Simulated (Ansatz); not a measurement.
ZnSe (zinc blende, space group No. 216), a = b = c = 5.7330 Å, α = β = γ = 90.00°; the cell used has 2 atoms.

Relaxed with PBE.

Question: Decompose the optical modes at the zone centre into irreducible representations, and say which are infrared and Raman allowed.

Answer: Point group -43m: Γ_opt = T2. Infrared: T2. Raman: T2.

Question: Assign frequencies (DFPT, the program Ansatz at the PBE level (PAW); without the LO–TO term).

Answer: T2 194 cm⁻¹.

Space group F-43m (zinc blende). Symmetry was held in the PBE relaxation; phonons on a q-mesh show no instability.

Potentials: the later of the program's two PAW sets.
